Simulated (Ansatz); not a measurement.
Notes on Ca$_{2}$TiF$_{6}$

```
Ca Ti F
1.0
     2.69390    4.66597    0.00000
    -2.69390    4.66597    0.00000
     0.00000    0.00000    4.38087
Ca Ti F
2 1 6
Cartesian
  0.0000 3.1106 3.0339
  0.0000 6.2213 1.3469
  0.0000 0.0000 0.0000
  0.0000 1.4511 0.9742
  1.4372 3.9404 0.9742
  -1.4372 3.9404 0.9742
  -1.4372 5.3915 3.4067
  0.0000 7.8809 3.4067
  1.4372 5.3915 3.4067
```

Method: r2SCAN, no spin polarisation; PAW, plane waves to 500 eV, 6×6×6 Γ-centred mesh, cold occupations (width 0.0137 eV) (Ansatz 0.2.0), atoms fixed.

**Question.** What do density and ELF say about some of the short contacts?

**Answer.** Ti–F at 1.75 Å: least valence density 1.04 e/Å³ and ELF 0.19 there. Ca–F at 2.65 Å: least valence density 0.10 e/Å³ and ELF 0.02 there. Both are smooth PAW fields, read partly inside the augmentation spheres.

**Question.** What does the stress say?

**Answer.** The pressure is 28.5 GPa (compression positive), so with the atoms held at these fractions the cell would first expand; the forces are large, so a full relaxation may end otherwise. The principal stresses 26.1, 29.6, 29.6 GPa differ, so its shape would change too.

**Question.** How is the charge shared?

**Answer.** Bader charges in e: Ca +1.45, Ti +2.11, F -0.83. In the mean Ti gives up most and F takes most.

**Question.** Is it stable against the elements?

**Answer.** -2.96 eV an atom against the elements' usual phases (free molecules for gases, crystals otherwise, with no correction for O₂ or N₂), so it is bound against them; other compounds may still compete. Relaxing would lower it.

**Question.** Where is the largest force?

**Answer.** The largest is on F4 (and as large on other atoms): 6.64 eV/Å, components (0.00, 5.48, 3.74). It makes 180° with the line to a nearest neighbour, Ti3 at 1.75 Å, pointing away from it.

**Question.** Is there a gap?

**Answer.** It is a metal, with about 9.4 states/eV a cell as the mean within 0.25 eV of the Fermi level.

Origin: a known structure type with other elements, at an estimated volume, so it need not be a known compound. Caveats: many states at the Fermi level without spin polarisation, so a magnetic state may lie lower; correlation that this level lacks may open a gap in such a compound; atoms or cell far from equilibrium.
